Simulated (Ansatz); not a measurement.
Input:

Cs$_{2}$AgBiBr$_{6}$ (double-perovskite type, space group Fm-3m)

```
CELL_PARAMETERS angstrom
      0.00000     5.73848     5.73848
      5.73848     0.00000     5.73848
      5.73848     5.73848     0.00000
ATOMIC_POSITIONS crystal
  Cs 0.25000 0.25000 0.25000
  Cs 0.75000 0.75000 0.75000
  Ag 0.50000 0.50000 0.50000
  Bi 0.00000 0.00000 0.00000
  Br 0.74863 0.25137 0.25137
  Br 0.25137 0.74863 0.74863
  Br 0.25137 0.74863 0.25137
  Br 0.74863 0.25137 0.74863
  Br 0.25137 0.25137 0.74863
  Br 0.74863 0.74863 0.25137
```

This relaxed cell (volume V₀) is scaled evenly in all directions, its shape held. The atoms relax within the cell's symmetry.

Level of theory: PBE (plane waves to 420 eV, PAW, scalar-relativistic; Ansatz, a first-principles code). k mesh 5×5×5 (Γ-centred), Fermi-Dirac smearing 0.05 eV. E stands for the smeared free energy. Compression counts positive. Cs2AgBiBr6 was relaxed with its symmetry unable to fall. Spin-orbit coupling is left out, though Bi is heavy. ΔE is measured from the relaxed starting cell.

The scan covers V/V₀ from 0.940 to 1.060 in 13 points.

**Question.** What is ΔE at V/V₀ = 1.060?

**Answer.** 7.6 meV/atom.

**Question.** What pressure does the cell carry at V/V₀ = 0.940?

**Answer.** 1.52 GPa.

**Question.** What is ΔE at V/V₀ = 0.940?

**Answer.** 10.1 meV/atom.

(Under strain, the slope of the energy per volume gives the stress and its curvature an elastic modulus.)
